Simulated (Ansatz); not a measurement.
# Relaxing an invented CuRu2 structure

The calculation used Ansatz, DFT PBE, scalar-relativistic, plane waves, PAW. Cutoff 420 eV, Gaussian smearing, Γ-centred meshes. Cell and atoms relax first on a coarse mesh and then on a finer one. In between, the cell is made exact in the group found at 0.06 Å. In metals the finer mesh still leaves noise of several meV/atom or more. The steps can't lower the symmetry of their start. No spin polarisation in the relaxation; trial moments died out in a coarse test.

A trial structure of CuRu2 was built thus: random cell by space group and Wyckoff sites (P4/mmm, No. 123). Its size is a rough estimate.

```yaml
crystal:
  lattice:
    - [3.79996, 0.00000, 0.00000]
    - [0.00000, 3.79996, 0.00000]
    - [0.00000, 0.00000, 2.62746]
  atoms:
    - { symbol: Cu, position: [0.00000, 0.00000, 0.50000] }
    - { symbol: Ru, position: [0.50000, 0.00000, 0.50000] }
    - { symbol: Ru, position: [0.00000, 0.50000, 0.50000] }
```

The zero of energy is the elements' standard structures at the same level; no fitted shifts are applied.

Problem. Describe the relaxed structure.

Solution. The symmetry stays P4/mmm (No. 123). The volume per atom grows by 41.6 %, from 12.6 to 17.9 Å³. The shortest distance goes from 1.90 Å (Cu–Ru) to 2.34 Å (Cu–Cu and Ru–Ru). The ratio c/a of the conventional cell changes by a factor of 0.71. The energy falls by about 3.1 eV/atom (the start's value is from the coarse mesh). Conventional cell: a = 4.790 Å, c = 2.342 Å. Cu is surrounded by 2 Cu at 2.34 Å and 4 Ru at 2.39 Å; Ru has 2 Ru at 2.34 Å and 2 Cu at 2.39 Å.

```cif
data_structure
_symmetry_space_group_name_H-M 'P 1'
_symmetry_Int_Tables_number 1
_cell_length_a 4.7898
_cell_length_b 4.7898
_cell_length_c 2.3422
_cell_angle_alpha 90.000
_cell_angle_beta 90.000
_cell_angle_gamma 90.000
_cell_volume 53.74
loop_
_atom_site_label
_atom_site_type_symbol
_atom_site_fract_x
_atom_site_fract_y
_atom_site_fract_z
_atom_site_occupancy
Cu1 Cu 0.00000 0.00000 0.50000 1
Ru1 Ru 0.50000 0.00000 0.50000 1
Ru2 Ru 0.00000 0.50000 0.50000 1
```

Problem. How does it come out in energy, and is it a metal?

Solution.

- Formation energy: +1.61 eV/atom
- Gap on the 10×10×20 mesh of the 3-atom cell: 0 eV (a metal)

It can't be a ground state, since the elements alone are lower.

The last run used Gaussian smearing of 0.10 eV. A structure relaxed within its symmetry needn't be a true minimum. Another cell of CuRu2 relaxed alike, in P-6m2, lies 1.25 eV/atom lower, so this cell isn't the stable form at this level.
